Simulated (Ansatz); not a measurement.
**Calculated with Ansatz: In$_{2}$Au, relaxation**

The command:

```bash
ansatz run input.yaml --threads 2 --pin off --max-ram 2560MiB --backend cpu --events-out ev --progress --plain --runs-dir out
```

The input file (Ansatz 0.2.0, plane waves):

```yaml
crystal:
  lattice:
    - [0.0, 3.289604, 3.289604]
    - [3.289604, 0.0, 3.289604]
    - [3.289604, 3.289604, 0.0]
  atoms:
    - { symbol: Au, position: [0.0, 0.0, 0.0] }
    - { symbol: In, position: [0.25, 0.25, 0.25] }
    - { symbol: In, position: [0.75, 0.75, 0.75] }
  symmetry: { tolerance: 0.0003 }
kpoints:
  mp_grid: { grid: [9, 9, 9], shift: [0, 0, 0] }
magnetization:
  spin_polarized: false
scf:
  occupations: { method: fermi_dirac }
  lower_state_search: "off"
hamiltonian:
  pseudopotentials: { kind: paw }
  xc: r2scan
basis:
  ecutwfc: 500
  fft_grid_basis: typed
relax:
  max_steps: 80
  cell: { p_target: 0.0 }
output:
  forces: true
  stress: true
  eigenvalues: true
  bader: true
  populations: true
  elf: true
  write_potential: true
  volumetric_format: npy
  dos:
    e_range: [-12, 8]
    de: 0.05
    projected: { site_lists: { Au: [Au], In: [In] } }
  write_density: true
checkpoint:
  read: saved_state
```

Origin of the cell: a database entry, scaled a little.

The smearing width isn't typed, so it takes its default of 0.1 eV.

The saved state is a converged single point of the same cell.

Steps («new basis» is an SCF on plane waves selected anew at the same cell):

```csv
step,ΔF (meV/atom),max force component (eV/Å),P (GPa),volume (Å³),SCF iterations,step was
1,0.0,0.000,-0.16,71.20,6,accepted
2,0.0,0.000,0.11,70.91,5,accepted
3,0.0,0.000,0.00,71.02,4,accepted
4,0.0,0.000,0.00,71.02,5,new basis
```

Step 1, with forces in eV/Å:

```xyz
3
Lattice="0.000 3.290 3.290 3.290 0.000 3.290 3.290 3.290 0.000" Properties=species:S:1:pos:R:3:forces:R:3 pbc="T T T" step=1
Au    0.000    0.000    0.000    0.000    0.000    0.000
In    1.645    1.645    1.645    0.000    0.000    0.000
In    4.934    4.934    4.934    0.000    0.000    0.000
```

Step 2, with forces in eV/Å:

```xyz
3
Lattice="0.000 3.285 3.285 3.285 0.000 3.285 3.285 3.285 0.000" Properties=species:S:1:pos:R:3:forces:R:3 pbc="T T T" step=2
Au    0.000    0.000    0.000    0.000    0.000    0.000
In    1.643    1.643    1.643    0.000    0.000    0.000
In    4.928    4.928    4.928    0.000    0.000    0.000
```

Step 4, with forces in eV/Å:

```xyz
3
Lattice="0.000 3.287 3.287 3.287 0.000 3.287 3.287 3.287 0.000" Properties=species:S:1:pos:R:3:forces:R:3 pbc="T T T" step=4
Au    0.000    0.000    0.000    0.000    0.000    0.000
In    1.643    1.643    1.643    0.000    0.000    0.000
In    4.930    4.930    4.930    0.000    0.000    0.000
```

| Quantity | Value |
| --- | --- |
| Free energy lowered by | 0.0 meV/atom |
| Volume change | -0.24 % |
| Final pressure | 0.00 GPa |
| Relaxation steps listed | 4 |
| Formation energy (elements under the same functional, gases as molecules, uncorrected) | -0.312 eV/atom |

Caveats: no moments, though an odd count or open d shells may carry them; no spin-orbit coupling, though heavy elements are present; the relaxation held the start's symmetry, so the end may be a saddle point.

It ran for 55 s on 2 threads of Arm Neoverse N1, with other jobs on the host, peak memory 0.62 GiB, from a saved density.
